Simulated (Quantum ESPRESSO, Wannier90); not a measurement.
**RbMgF₃ (cubic perovskite): Wannier90 run**

```
begin unit_cell_cart
ang
    4.0569300000    0.0000000000    0.0000000000
    0.0000000000    4.0569300000    0.0000000000
    0.0000000000    0.0000000000    4.0569300000
end unit_cell_cart
begin atoms_frac
Rb   0.0000000000  0.0000000000  0.0000000000
Mg   0.5000000000  0.5000000000  0.5000000000
F    0.0000000000  0.5000000000  0.5000000000
F    0.5000000000  0.0000000000  0.5000000000
F    0.5000000000  0.5000000000  0.0000000000
end atoms_frac
```

Structure: Materials Project mp-8402, symmetrised, not relaxed again. Not found in the COD (Crystallography Open Database) copy used; not checked further. Computed values, not measurements, from PBEsol: Quantum ESPRESSO (norm-conserving PseudoDojo potentials, cutoff 68 Ry, spinors with spin-orbit coupling) on a Γ-centred 6×6×6 mesh, then Wannier90. Density: 8×8×8 mesh, cold smearing 0.01 Ry.

A tight-binding model is made by disentanglement and projection with no localisation steps (num_iter = 0), so the 34 orbitals stay atom-like: hydrogen-like Rb: s; Mg: s;p; F: s;p, axes along x, y, z; frozen window up to 8.67 eV relative to the valence-band maximum. It follows pw.x to 2.6 meV rms for states up to 8.2 eV relative to the valence-band maximum. Matrix elements depend on this choice of orbitals and windows. Bands 17–18 (Rb 4p 95 %, F 2p 4 %), 19–22 (Rb 4p 93 %, F 2p 6 %) lie between the kept ones and are excluded.

The 20 largest hoppings ⟨m,0|H|n,R⟩ between different sites (one of each Hermitian pair; signs follow the real orbitals' lobes; the list may end inside a set of equal values):

```
m           n      R  distance of the centres (Å)  t (eV)  Im t (eV)
-----  ------  -----  ---------------------------  ------  ---------
F5 s↑  Rb1 s↑  0 0 0                         2.87   1.936      0.000
F3 s↑  Rb1 s↑  0 0 0                         2.87   1.936      0.000
F3 s↓  Rb1 s↓  0 0 0                         2.87   1.936      0.000
F3 s↓  Rb1 s↓  0 0 1                         2.87   1.936      0.000
F4 s↑  Rb1 s↑  0 0 1                         2.87   1.936      0.000
F4 s↓  Rb1 s↓  0 0 1                         2.87   1.936      0.000
F3 s↑  Rb1 s↑  0 1 1                         2.87   1.936      0.000
F4 s↓  Rb1 s↓  1 0 0                         2.87   1.936      0.000
F5 s↑  Rb1 s↑  1 0 0                         2.87   1.936      0.000
F5 s↓  Rb1 s↓  1 0 0                         2.87   1.936      0.000
F4 s↑  Rb1 s↑  1 0 1                         2.87   1.936      0.000
F4 s↓  Rb1 s↓  1 0 1                         2.87   1.936      0.000
F5 s↓  Rb1 s↓  1 1 0                         2.87   1.936      0.000
F4 s↑  Rb1 s↑  0 0 0                         2.87   1.936      0.000
F4 s↓  Rb1 s↓  0 0 0                         2.87   1.936      0.000
F5 s↓  Rb1 s↓  0 0 0                         2.87   1.936      0.000
F3 s↑  Rb1 s↑  0 0 1                         2.87   1.936      0.000
F3 s↑  Rb1 s↑  0 1 0                         2.87   1.936      0.000
F3 s↓  Rb1 s↓  0 1 0                         2.87   1.936      0.000
F5 s↑  Rb1 s↑  0 1 0                         2.87   1.936      0.000
```
